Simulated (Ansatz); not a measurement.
ZrC:
Space group Fm-3m (No. 225); a = b = c = 4.641 Å, α = β = γ = 90.00°

```
atom  site  symmetry       x       y       z
----  ----  --------  ------  ------  ------
Zr      4a      m-3m  0.0000  0.0000  0.0000
C       4b      m-3m  0.5000  0.5000  0.5000
```
(The calculation used a cell of 2 atoms; values per cell refer to that cell.)

Relaxed with LDA.

Problem. Which orbitals make up the states near the Fermi level in LDA (plane waves, PAW; program Ansatz)?

Solution. Within 0.5 eV of the Fermi level: C 2p 62 %, Zr 4d 34 %. Projections are on Löwdin-orthogonalised atomic valence shells; empty p or d shells of many metals are not among them.

Problem. Tabulate the density of states.

Solution. States/eV per cell of 2 atoms, in 0.25 eV bins, energy from the Fermi level.

```tsv
E (eV)	total	Zr 4d	C 2p	Zr 5s
-7.85	0.00	0.00	0.00	0.00
-7.60	0.00	0.00	0.00	0.00
-7.35	0.00	0.00	0.00	0.00
-7.10	0.00	0.00	0.00	0.00
-6.85	0.00	0.00	0.00	0.00
-6.60	0.00	0.00	0.00	0.00
-6.35	0.00	0.00	0.00	0.00
-6.10	0.00	0.00	0.00	0.00
-5.85	0.00	0.00	0.00	0.00
-5.60	0.00	0.00	0.00	0.00
-5.35	0.08	0.03	0.04	0.01
-5.10	0.20	0.08	0.09	0.02
-4.85	0.32	0.12	0.14	0.03
-4.60	0.47	0.18	0.22	0.04
-4.35	0.77	0.29	0.37	0.06
-4.10	0.91	0.33	0.45	0.07
-3.85	0.96	0.34	0.49	0.07
-3.60	1.04	0.34	0.55	0.08
-3.35	0.87	0.28	0.47	0.06
-3.10	0.82	0.30	0.44	0.04
-2.85	1.68	0.71	0.89	0.03
-2.60	2.79	1.15	1.50	0.02
-2.35	4.61	1.89	2.45	0.01
-2.10	2.84	1.26	1.46	0.01
-1.85	1.52	0.74	0.73	0.00
-1.60	1.07	0.49	0.55	0.00
-1.35	0.83	0.35	0.45	0.00
-1.10	0.67	0.26	0.38	0.00
-0.85	0.55	0.20	0.33	0.00
-0.60	0.45	0.15	0.29	0.00
-0.35	0.31	0.09	0.21	0.00
-0.10	0.25	0.08	0.17	0.00
0.15	0.32	0.10	0.20	0.00
0.40	0.36	0.15	0.20	0.00
0.65	0.40	0.20	0.18	0.00
0.90	0.46	0.27	0.17	0.00
1.15	0.55	0.36	0.17	0.00
1.40	0.58	0.39	0.16	0.00
1.65	0.62	0.43	0.16	0.00
1.90	0.65	0.46	0.16	0.01
2.15	0.70	0.50	0.17	0.01
2.40	0.75	0.54	0.17	0.01
2.65	0.81	0.59	0.17	0.01
2.90	0.89	0.66	0.18	0.01
3.15	1.04	0.78	0.20	0.01
3.40	0.93	0.74	0.14	0.01
3.65	1.13	0.88	0.19	0.01
3.90	1.19	0.93	0.19	0.02
4.15	1.50	1.21	0.21	0.02
4.40	1.62	1.34	0.21	0.02
4.65	1.76	1.49	0.20	0.02
```

Symmetry was held in the LDA relaxation; of distortions, only those at the zone centre were tested. The run is not spin-polarised. Spin–orbit coupling is left out wherever it is not named.

Potentials: the later of the program's two PAW sets.
